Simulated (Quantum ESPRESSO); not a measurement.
Si3BC3N (made-up cell) (calculated)

Calculation on a made-up crystal cell, not a measurement, rerun at a higher cutoff and a denser mesh: periodic Kohn-Sham density functional theory in plane waves with PseudoDojo standard norm-conserving scalar-relativistic pseudopotentials, each functional with its own files (v0.5 for PBE, v0.4.1 for LDA and PBEsol), no spin polarisation, no spin-orbit coupling, atoms not relaxed, stress positive in tension, energies less a fixed whole-eV offset for each atom's element; levels are Kohn-Sham levels at fractions of this cell's reciprocal vectors, counted from the reference band (half the neutral cell's valence electrons, rounded up) at Gamma; error bars give the change to or from the runs named with them, not the error of the files; each bar is the largest change over components, and at least 0.002 eV, 0.002 eV per angstrom or 0.02 GPa; energies are for the whole cell, and the offsets were chosen from early runs and are not element reference energies; machines and their load varied, so run times do not measure scaling. Program: Quantum ESPRESSO 7.5.

```xyz
8
Lattice="4.3592 -0.0231 0.0342 -0.0231 4.3912 -0.0171 0.0348 -0.0174 4.3272" Properties=species:S:1:pos:R:3 formula=Si3BC3N lattice_type=zincblende/diamond functional=pbe cutoff=1437 fermi_dirac_smearing=0.025 scf_tolerance=1e-07 electrons_removed=0 run_command=pw.x_-nk_1_-in_in run_processor=AMD_EPYC,Zen_5_class,virtual_cores k_mesh=6_x_6_x_6,shifted_by_half_a_step
Si     0.0089    -0.0387    -0.0306
Si     0.0027     2.1900     2.1372
B      2.1867     0.0006     2.1646
Si     2.1874     2.2100     0.0493
C      1.0727     1.0503     1.0919
C      1.0910     3.2577     3.2997
N      3.3472     1.0439     3.2733
C      3.2810     3.3013     1.0612
```

Units: cutoff, fermi_dirac_smearing, scf_tolerance in eV.

Atoms:
```
atoms element  atom site  atom energy offset (eV)
           Si          1                     -115
           Si          2                     -115
            B          3                      -79
           Si          4                     -115
            C          5                     -163
            C          6                     -163
            N          7                     -283
            C          8                     -163
```

Question: What stress yy does the calculation give for Si3BC3N (made-up cell)?
Answer: 17.58 GPa

Question: Give the missing stress yz for Si3BC3N (made-up cell).
Answer: -3.5 GPa

Question: What stress xz does the calculation give for Si3BC3N (made-up cell)?
Answer: 3.723 GPa

Further results for Si3BC3N (made-up cell):

- free energy less offsets: -4.474 eV
- scf iterations: 13
- smearing term minus ts: 0 eV
- pressure: -16.27 GPa
- stress xx: 16.47 GPa
- stress zz: 14.77 GPa
- stress xy: -3.55 GPa
- reference band: 16
- error bar energy: 0.004124 eV
- error bar stress: 0.02237 GPa
- error bar force: 0.002 eV/Å
- error bar next band up: 0.002 eV
- error bars from: change from the looser run of this cell
- wall time of scf and band steps on a shared machine: 694.5 s

Forces:
```
site  x (eV/Å)  y (eV/Å)  z (eV/Å)
   1    0.3222    0.9968    0.6915
   2     0.553    0.1837    0.1289
   3     -0.55   -0.9251   -0.4611
   4   -0.8296   -0.7827   -0.3409
   5     1.761    -0.326    0.9146
   6     1.647     0.389    -2.513
   7    -1.476   0.08606   -0.6413
   8    -1.427    0.3783     2.221
```

Levels:
```
level k point  next band up (eV)
        Gamma              1.275
(1/2,1/2,1/2)              2.988
   (0.15,0,0)              1.657
   (0,0.15,0)              1.677
   (0,0,0.15)               1.69
```
